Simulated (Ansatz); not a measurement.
Values for one crystal, relaxed and computed with PBEsol in the plane-wave PAW code Ansatz; other levels are named.

* **Volume per atom**: 26.88 Å³
* **Electronic character**: metallic (no gap)
* **Bulk modulus (Birch–Murnaghan fit)**: 56.2 GPa
* **Young's modulus**: 51.4 GPa
* **Zone-centre stability**: no imaginary mode at Γ
* **Gap with spin–orbit coupling**: none (metallic)
* **Hill bulk and shear moduli**: 56.0 and 19.1 GPa

### Question
Which compound is it?
A. Sn, β-Sn type
B. Ta, fcc (Cu type)
C. W, Fd-3m (W on 8a, W on 16d)
D. Ag, β-Sn type

### Answer
A, Sn, β-Sn type

Space group I4_1/amd (β-Sn type). Symmetry was held in the PBEsol relaxation. As this level gives no gap, shear constants depend on the k-mesh and smearing (Fermi–Dirac, 0.1 eV here). On the denser mesh and wider smearing of the elastic run this cell carries a stress of 0.4 GPa. Scalar-relativistic: spin–orbit coupling is off unless named, which matters more the heavier the elements.

Potentials: the earlier of the program's two PAW sets. The files were generated under PBE; for other functionals the program regenerates the frozen cores, and for LDA and PBEsol the local potential too.
